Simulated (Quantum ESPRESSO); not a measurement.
# Hf3ZrAu3Ru: one run as intended and one with a planted mistake

Simulated, not a measurement. The program is pw.x of Quantum ESPRESSO 7.5 (plane-wave density functional theory). The cell is made up: eight metal atoms on a hexagonal close-packed lattice, with elements, volume, strain and displacements drawn at random and not relaxed, so it may be unstable or far from any real phase. PseudoDojo standard norm-conserving files set the functional (PBE unless stated); there is no spin polarisation or spin-orbit coupling, the Fermi-Dirac width of 0.25 eV means electrons at about 2900 K, and the masses in the input are unused placeholders. Heavy elements are run without spin-orbit coupling, which real alloys of them have. A spin test at this wide smearing found no moment, but such smearing suppresses magnetism that the real alloy may have.

Intended input:

```
&control calculation='scf', pseudo_dir='./dojo.nc.sr.pbe.v0_5.standard.upf', outdir='./o', disk_io='minimal', tprnfor=.true., tstress=.true. /
&system ibrav=0, nat=8, ntyp=4, nbnd=77, ecutwfc=84.00895049, nosym=.true., tot_charge=0,
 occupations='smearing', smearing='fd', degauss=0.0183746611
/
&electrons conv_thr=1.470e-08, electron_maxstep=70, mixing_beta=0.5 /
ATOMIC_SPECIES
Au 1.0 Au.upf
Hf 1.0 Hf.upf
Ru 1.0 Ru.upf
Zr 1.0 Zr.upf
CELL_PARAMETERS angstrom
-2.9665 0.0 0.0
0.0 5.1381 0.0
1.4832 -2.5691 -9.8474
ATOMIC_POSITIONS angstrom
Hf 0.0525 0.0139 -0.0215
Hf -0.0008 1.6519 -2.4191
Zr 0.0167 0.0328 -4.9175
Au -0.0175 1.7597 -7.3729
Hf -1.4964 2.5157 0.0226
Ru -1.4733 4.29 -2.4219
Au -1.4801 2.5386 -4.9616
Au -1.4522 -0.8802 -7.3209
K_POINTS automatic
8 5 3 1 1 1
```

The log is shortened where brackets say so; the opening notice, blank lines, dates and the lines on written files are dropped, and the path of the files is cut. It prints rydbergs, bohrs and kilobars, and counts compression as positive stress. Its total energy is the free energy E - TS of the whole cell.

Log of the intended run:

```
     Program PWSCF v.7.5
     Parallel version (MPI & OpenMP), running on       4 processor cores
     Number of MPI processes:                 4
     Threads/MPI process:                     1
     [start-up lines left out]
     bravais-lattice index     =            0
     lattice parameter (alat)  =       5.6059  a.u.
     unit-cell volume          =    1012.8965 (a.u.)^3
     number of atoms/cell      =            8
     number of atomic types    =            4
     number of electrons       =       121.00
     number of Kohn-Sham states=           77
     kinetic-energy cutoff     =      84.0090  Ry
     charge density cutoff     =     336.0358  Ry
     scf convergence threshold =      1.5E-08
     mixing beta               =       0.5000
     number of iterations used =            8  plain     mixing
     Exchange-correlation= PBE
                           (   1   4   3   4   0   0   0)
     [axes and pseudopotential details left out]
   Cartesian axes
     site n.     atom                  positions (alat units)
         1        Hf     tau(   1) = (   0.0176976   0.0046857  -0.0072476  )
         2        Hf     tau(   2) = (  -0.0002697   0.5568515  -0.8154728  )
         3        Zr     tau(   3) = (   0.0056295   0.0110568  -1.6576774  )
         4        Au     tau(   4) = (  -0.0058992   0.5931906  -2.4853868  )
         5        Hf     tau(   5) = (  -0.5044328   0.8480364   0.0076184  )
         6        Ru     tau(   6) = (  -0.4966459   1.4461487  -0.8164167  )
         7        Au     tau(   7) = (  -0.4989381   0.8557559  -1.6725434  )
         8        Au     tau(   8) = (  -0.4895331  -0.2967133  -2.4678577  )
     number of k points=    60  Fermi-Dirac smearing, width (Ry)=  0.0184
                       cart. coord. in units 2pi/alat
        k(    1) = (  -0.0625000   0.0577353  -0.0746841), wk =   0.0333333
        k(    2) = (  -0.0625000   0.0577353   0.1261472), wk =   0.0333333
     [further k points left out]
     Dense  grid:   105473 G-vectors     FFT dimensions: (  36,  60, 120)
     Estimated max dynamical RAM per process >     437.87 MB
     Estimated total dynamical RAM >       1.63 GB
     Initial potential from superposition of free atoms
     starting charge     120.9910, renormalised to     121.0000
     Starting wfcs are   80 randomized atomic wfcs
     total cpu time spent up to now is        7.2 secs
     per-process dynamical memory:   354.1 Mb
     Self-consistent Calculation
     iteration #  1     ecut=    84.01 Ry     beta= 0.50
     Davidson diagonalization with overlap
     ethr =  1.00E-02,  avg # of iterations =  3.0
     total cpu time spent up to now is       26.2 secs
     total energy              =   -1524.79298432 Ry
     estimated scf accuracy    <       9.73664992 Ry
     iteration #  2     ecut=    84.01 Ry     beta= 0.50
     Davidson diagonalization with overlap
     ethr =  8.05E-03,  avg # of iterations =  5.8
     total cpu time spent up to now is       51.5 secs
     total energy              =   -1519.27613615 Ry
     estimated scf accuracy    <     222.09843180 Ry
     [iterations 3 to 17 left out]
     iteration # 18     ecut=    84.01 Ry     beta= 0.50
     Davidson diagonalization with overlap
     ethr =  8.65E-11,  avg # of iterations =  1.2
     total cpu time spent up to now is      322.1 secs
     total energy              =   -1531.22802222 Ry
     estimated scf accuracy    <       0.00000002 Ry
     iteration # 19     ecut=    84.01 Ry     beta= 0.50
     Davidson diagonalization with overlap
     ethr =  1.74E-11,  avg # of iterations =  1.2
     total cpu time spent up to now is      336.7 secs
     End of self-consistent calculation
     [lines on levels left out]
!    total energy              =   -1531.22802222 Ry
     estimated scf accuracy    <          2.2E-09 Ry
     smearing contrib. (-TS)   =      -0.11143310 Ry
     internal energy E=F+TS    =   -1531.11658912 Ry
     The total energy is F=E-TS. E is the sum of the following terms:
     one-electron contribution =    -488.68686141 Ry
     hartree contribution      =     303.40607230 Ry
     xc contribution           =    -296.23553272 Ry
     ewald contribution        =   -1049.60026729 Ry
     convergence has been achieved in  19 iterations
     Forces acting on atoms (cartesian axes, Ry/au):
     atom    1 type  2   force =    -0.00634771   -0.04012401    0.01425580
     atom    2 type  2   force =    -0.00324411    0.03405521   -0.06156124
     atom    3 type  4   force =    -0.00002860   -0.03929211    0.01745149
     atom    4 type  1   force =     0.00379296   -0.01043067   -0.02516628
     atom    5 type  2   force =     0.00861652    0.03242235    0.04112213
     atom    6 type  3   force =    -0.00005041    0.00117785   -0.00194558
     atom    7 type  1   force =     0.00057010    0.01306810    0.02942048
     atom    8 type  1   force =    -0.00330876    0.00912329   -0.01357679
     Total force =     0.116427     Total SCF correction =     0.000187
     Computing stress (Cartesian axis) and pressure
          total   stress  (Ry/bohr**3)                   (kbar)     P=       45.49
   0.00054654  -0.00000344   0.00002029           80.40       -0.51        2.98
  -0.00000344   0.00028004   0.00008778           -0.51       41.20       12.91
   0.00002029   0.00008778   0.00010119            2.98       12.91       14.89
     init_run     :      6.80s CPU      7.12s WALL (       1 calls)
     electrons    :    321.71s CPU    329.51s WALL (       1 calls)
     forces       :      2.93s CPU      2.98s WALL (       1 calls)
     stress       :     10.30s CPU     10.55s WALL (       1 calls)
     [timing details left out]
     PWSCF        :   5m41.87s CPU   5m50.38s WALL
     JOB DONE.
```

A second run has one planted mistake: one atom is of a wrong element. The input lines that differ:

```
- &system ibrav=0, nat=8, ntyp=4, nbnd=77, ecutwfc=84.00895049, nosym=.true., tot_charge=0,
+ &system ibrav=0, nat=8, ntyp=5, nbnd=73, ecutwfc=84.00895049, nosym=.true., tot_charge=0,
+ Sc 1.0 Sc.upf
- Au -1.4801 2.5386 -4.9616
+ Sc -1.4801 2.5386 -4.9616
```

Its log:

```
     Program PWSCF v.7.5
     Parallel version (MPI & OpenMP), running on       4 processor cores
     Number of MPI processes:                 4
     Threads/MPI process:                     1
     [start-up lines left out]
     bravais-lattice index     =            0
     lattice parameter (alat)  =       5.6059  a.u.
     unit-cell volume          =    1012.8965 (a.u.)^3
     number of atoms/cell      =            8
     number of atomic types    =            5
     number of electrons       =       113.00
     number of Kohn-Sham states=           73
     kinetic-energy cutoff     =      84.0090  Ry
     charge density cutoff     =     336.0358  Ry
     scf convergence threshold =      1.5E-08
     mixing beta               =       0.5000
     number of iterations used =            8  plain     mixing
     Exchange-correlation= PBE
                           (   1   4   3   4   0   0   0)
     [axes and pseudopotential details left out]
   Cartesian axes
     site n.     atom                  positions (alat units)
         1        Hf     tau(   1) = (   0.0176976   0.0046857  -0.0072476  )
         2        Hf     tau(   2) = (  -0.0002697   0.5568515  -0.8154728  )
         3        Zr     tau(   3) = (   0.0056295   0.0110568  -1.6576774  )
         4        Au     tau(   4) = (  -0.0058992   0.5931906  -2.4853868  )
         5        Hf     tau(   5) = (  -0.5044328   0.8480364   0.0076184  )
         6        Ru     tau(   6) = (  -0.4966459   1.4461487  -0.8164167  )
         7        Sc     tau(   7) = (  -0.4989381   0.8557559  -1.6725434  )
         8        Au     tau(   8) = (  -0.4895331  -0.2967133  -2.4678577  )
     number of k points=    60  Fermi-Dirac smearing, width (Ry)=  0.0184
                       cart. coord. in units 2pi/alat
        k(    1) = (  -0.0625000   0.0577353  -0.0746841), wk =   0.0333333
        k(    2) = (  -0.0625000   0.0577353   0.1261472), wk =   0.0333333
     [further k points left out]
     Dense  grid:   105473 G-vectors     FFT dimensions: (  36,  60, 120)
     Estimated max dynamical RAM per process >     427.00 MB
     Estimated total dynamical RAM >       1.59 GB
     Initial potential from superposition of free atoms
     starting charge     112.9884, renormalised to     113.0000
     Starting wfcs are   80 randomized atomic wfcs
     total cpu time spent up to now is        7.0 secs
     per-process dynamical memory:   342.0 Mb
     Self-consistent Calculation
     iteration #  1     ecut=    84.01 Ry     beta= 0.50
     Davidson diagonalization with overlap
     ethr =  1.00E-02,  avg # of iterations =  2.6
     total cpu time spent up to now is       23.4 secs
     total energy              =   -1325.60689013 Ry
     estimated scf accuracy    <       9.04901198 Ry
     iteration #  2     ecut=    84.01 Ry     beta= 0.50
     Davidson diagonalization with overlap
     ethr =  8.01E-03,  avg # of iterations =  5.1
     total cpu time spent up to now is       44.4 secs
     total energy              =   -1319.20816557 Ry
     estimated scf accuracy    <     195.99940702 Ry
     [iterations 3 to 16 left out]
     iteration # 17     ecut=    84.01 Ry     beta= 0.50
     Davidson diagonalization with overlap
     ethr =  4.24E-10,  avg # of iterations =  2.7
     total cpu time spent up to now is      281.2 secs
     total energy              =   -1331.56396593 Ry
     estimated scf accuracy    <       0.00000003 Ry
     iteration # 18     ecut=    84.01 Ry     beta= 0.50
     Davidson diagonalization with overlap
     ethr =  2.43E-11,  avg # of iterations =  5.0
     total cpu time spent up to now is      297.7 secs
     End of self-consistent calculation
     [lines on levels left out]
!    total energy              =   -1331.56396593 Ry
     estimated scf accuracy    <          6.3E-09 Ry
     smearing contrib. (-TS)   =      -0.12677354 Ry
     internal energy E=F+TS    =   -1331.43719238 Ry
     The total energy is F=E-TS. E is the sum of the following terms:
     one-electron contribution =    -407.35828249 Ry
     hartree contribution      =     256.64494822 Ry
     xc contribution           =    -260.58696935 Ry
     ewald contribution        =    -920.13688876 Ry
     convergence has been achieved in  18 iterations
     Forces acting on atoms (cartesian axes, Ry/au):
     atom    1 type  2   force =    -0.00672457   -0.03908416    0.00860235
     atom    2 type  2   force =    -0.00328935    0.03299419   -0.02677023
     atom    3 type  5   force =     0.00026222   -0.03090713    0.01526339
     atom    4 type  1   force =     0.00409745   -0.01614735   -0.01030195
     atom    5 type  2   force =     0.00873518    0.03379012    0.03431443
     atom    6 type  3   force =     0.00026180   -0.02020778   -0.00299403
     atom    7 type  4   force =    -0.00000871    0.02734254   -0.00767374
     atom    8 type  1   force =    -0.00333402    0.01221958   -0.01044021
     Total force =     0.094465     Total SCF correction =     0.000465
     Computing stress (Cartesian axis) and pressure
          total   stress  (Ry/bohr**3)                   (kbar)     P=       84.97
   0.00087327  -0.00000000   0.00001491          128.46       -0.00        2.19
  -0.00000000   0.00057151  -0.00001152           -0.00       84.07       -1.70
   0.00001491  -0.00001152   0.00028815            2.19       -1.70       42.39
     init_run     :      6.63s CPU      6.90s WALL (       1 calls)
     electrons    :    283.85s CPU    290.65s WALL (       1 calls)
     forces       :      2.74s CPU      2.77s WALL (       1 calls)
     stress       :      9.50s CPU      9.72s WALL (       1 calls)
     [timing details left out]
     PWSCF        :   5m 2.85s CPU   5m10.26s WALL
     JOB DONE.
```

```
                                            intended run  run with the mistake
                          free energy (eV)    -20833.419            -18116.851
         entropy term -TS, part of it (eV)        -1.516                -1.725
                            pressure (GPa)          4.55                  8.50
size of the largest force component (eV/Å)         1.583                 1.005
largest change of a force component (eV/Å)                               0.954
                                iterations            19                    18
```

For scale, a rerun of the intended cell at a higher cutoff and on a denser mesh moved values by no more than 0.006 eV in energy, 0.22 GPa in stress and 0.006 eV/Å in force, and a second program with other atomic files agreed on that cell to 2 % rms in force and 0.5 GPa in pressure. Files of another functional or element have another zero of energy, so the energy change says nothing on stability. The number of bands, nbnd, was set by rule from the electron count, so it follows the mistake.